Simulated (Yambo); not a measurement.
Yambo input for a free-standing CaI2 monolayer (symmetry P-3m1, slab cell 16.5 Å high) (a = b = 4.436 Å, c = 16.500 Å, α = β = 90.00°, γ = 120.00°), on norm-conserving PBEsol (Quantum ESPRESSO, 70 Ry, with spin-orbit coupling) wavefunctions on a 6×6×1 mesh:

```
rim_cut
optics
chi
dipoles
kernel
RandQpts= 1000000
RandGvec= 2 Ry
CUTGeo= "slab z"
FFTGvecs= 30 Ry
Chimod= "HARTREE"
NGsBlkXd= 2 Ry
% QpntsRXd
 1 | 1 |
%
% BndsRnXd
 1 | 132 |
%
GrFnTpXd= "R"
% EnRngeXd
 0.0 | 20.0 | eV
%
% DmRngeXd
 0.2 | 0.2 | eV
%
CGrdSpXd= 50
ETStpsXd= 161
% LongDrXd
 1.0 | 0.0 | 0.0 |
%
```

First lines of the file o-*.alpha_q1_inv_rpa_dyson:

```
Polarizability  ( -<<X>> ) @ Q(1):   1.00000000     0.00000000     0.00000000    [q->0 direction]
#
# Polarizability units: length
#
# [ X ] Hartree size     :   93
# [GEN] GF Energies     : Perdew, Burke & Ernzerhof SOL(X)+Perdew, Burke & Ernzerhof SOL(C)
# [GEN] Green`s Function     : Retarded
#
# [GEN] Gauge     : Length
# [GEN] [r,Vnl] included     : yes
#
#    E[1] [eV]     Im(alpha)     Re(alpha)     Im(alpha_o)     Re(alpha_o)
#
     0.000000     0.232618E-8     2.878449     -0.10599E-18     3.632385
     0.125000     0.003490     2.879533     0.004730     3.633854
     0.250000     0.007003     2.882792     0.009492     3.638271
     0.375000     0.010561     2.888247     0.014316     3.645664
     0.500000     0.014188     2.895933     0.019237     3.656083
     0.625000     0.017909     2.905900     0.024289     3.669597
     0.750000     0.021751     2.918214     0.029510     3.686299
     0.875000     0.025745     2.932959     0.034942     3.706303
     1.000000     0.029923     2.950237     0.040630     3.729754
     1.125000     0.034322     2.970171     0.046627     3.756824
     1.250000     0.038984     2.992911     0.052992     3.787719
     1.375000     0.043960     3.018631     0.059795     3.822685
     1.500000     0.049307     3.047539     0.067117     3.862012
     1.625000     0.055094     3.079883     0.075055     3.906046
     1.750000     0.061404     3.115953     0.083727     3.955195
     1.875000     0.068338     3.156095     0.093276     4.009943
     2.000000     0.076022     3.200723     0.103878     4.070872
     2.125000     0.084612     3.250332     0.115756     4.138677
     2.250000     0.094308     3.305522     0.129195     4.214203
     2.375000     0.105370     3.367022     0.144564     4.298481
     2.500000     0.118140     3.435734     0.162351     4.392784
     2.625000     0.133079     3.512784     0.183217     4.498705
     2.750000     0.150826     3.599596     0.208075     4.618266
     2.875000     0.172288     3.698006     0.238229     4.754075
     3.000000     0.198797     3.810421     0.275598     4.909563
     3.125000     0.232383     3.940068     0.323116     5.089336
     3.250000     0.276291     4.091368     0.385490     5.299720
     3.375000     0.335991     4.270506     0.470690     5.549583
     3.500000     0.421352     4.486237     0.593159     5.851483
     3.625000     0.551632     4.750619     0.781259     6.222637
     3.750000     0.767864     5.077087     1.095756     6.681590
```
(The file goes on to the top of the energy range; α is in bohr.) Convergence of the RPA response with its 6×6×1 mesh was not tested.

Geometry relaxed with PBEsol.

This is a model layer cut from the bulk structure; whether it is stable on its own was not checked.
